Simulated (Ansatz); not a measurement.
## Every step of a relaxation of bcc Eu (111), 4 layers

DFT, PBEsol, PAW with Ansatz's default frozen-core files, scalar-relativistic (Ansatz 0.2.0); a Γ-centred 7×7×1 k mesh, Fermi–Dirac smearing of 0.1 eV, spin-polarised from start moments Eu1 7, Eu2 7, Eu3 7, Eu4 7 μB. The run relaxes the atoms in the fixed cell.

Command: `ansatz run input.yaml --threads 2 --pin off --max-ram 6144MiB --backend cpu --events-out ev --progress --plain --runs-dir out` It took 5.5 min on 2 threads of Intel(R) Xeon(R) Platinum 8259CL CPU @ 2.50GHz (Skylake/Cascade Lake), on a shared host, peak memory 1.2 GiB.

```yaml
crystal:
  lattice:
    - [5.9919876753, 0.0, 0.0]
    - [-2.9959938377, 5.189213546, 0.0]
    - [0.0, 0.0, 19.6693]
  atoms:
    - { symbol: Eu, position: [0.0, 0.0, 0.4067244872], spin: 7.0 }
    - { symbol: Eu, position: [0.333333334, 0.666666666, 0.4689081622], spin: 7.0 }
    - { symbol: Eu, position: [0.666666667, 0.333333333, 0.5310918375], spin: 7.0 }
    - { symbol: Eu, position: [0.0, 0.0, 0.5932755128], spin: 7.0 }
magnetization:
  spin_polarized: true
kpoints:
  mp_grid: { grid: [7, 7, 1] }
scf:
  occupations: { method: fermi_dirac, width: 0.1 }
hamiltonian:
  xc: pbesol
  pseudopotentials: { kind: paw }
output:
  forces: true
  stress: true
  eigenvalues: true
relax:
  f_tol: 0.01
  max_steps: 40
efield:
  axis: 3
  amplitude: 0
  dipole_correction: true
```

Each step lists its free energy a cell above the last geometry, and Cartesian positions (Å) with forces (eV/Å).

The first step:

```
step 1  dF = 294.64 meV
  Eu 0.0000 0.0000 8.0000   0.0000 0.0000 0.0496
  Eu 0.0000 3.4595 9.2231   0.0000 0.0000 0.5465
  Eu 2.9960 1.7297 10.4462   0.0000 0.0000 -0.5465
  Eu 0.0000 0.0000 11.6693   0.0000 0.0000 -0.0496
```

The open f shell is treated without a Hubbard term, so these are results of the method, and the state needn't be the lowest. Spin–orbit coupling is left out, which matters for the heavy atoms. The PAW files were made under PBE. The cell is 1×1, so reconstructions are forbidden, and in slabs of four or five layers the relaxations can be far larger than at a real surface.

**Question.** Where does the relaxation end, and by which steps?

**Answer.** After 5 geometries, with a shortest distance of 3.459 Å and a cell moment of 30.01 μB. The further steps:
```
step 2  dF = 125.21 meV
  Eu 0.0000 0.0000 8.0119   0.0000 0.0000 0.0083
  Eu 0.0000 3.4595 9.4125   0.0000 0.0000 0.3417
  Eu 2.9960 1.7297 10.2568   0.0000 0.0000 -0.3417
  Eu 0.0000 0.0000 11.6574   0.0000 0.0000 -0.0083
step 3  dF = 31.82 meV
  Eu 0.0000 0.0000 8.0049   0.0000 0.0000 0.0200
  Eu 0.0000 3.4595 9.6075   0.0000 0.0000 0.1481
  Eu 2.9960 1.7297 10.0618   0.0000 0.0000 -0.1481
  Eu 0.0000 0.0000 11.6644   0.0000 0.0000 -0.0200
step 4  dF = 3.42 meV
  Eu 0.0000 0.0000 8.0171   0.0000 0.0000 -0.0126
  Eu 0.0000 3.4595 9.7589   0.0000 0.0000 0.0443
  Eu 2.9960 1.7297 9.9104   0.0000 0.0000 -0.0443
  Eu 0.0000 0.0000 11.6522   0.0000 0.0000 0.0126
step 5  dF = 0.00 meV
  Eu 0.0000 0.0000 8.0138   0.0000 0.0000 -0.0028
  Eu 0.0000 3.4595 9.8360   0.0000 0.0000 -0.0006
  Eu 2.9960 1.7297 9.8333   0.0000 0.0000 0.0006
  Eu 0.0000 0.0000 11.6555   0.0000 0.0000 0.0028
step 6  dF = 0.00 meV  (same geometry, solved once more)
  Eu 0.0000 0.0000 8.0138   0.0000 0.0000 -0.0029
  Eu 0.0000 3.4595 9.8360   0.0000 0.0000 -0.0007
  Eu 2.9960 1.7297 9.8333   0.0000 0.0000 0.0007
  Eu 0.0000 0.0000 11.6555   0.0000 0.0000 0.0029
```
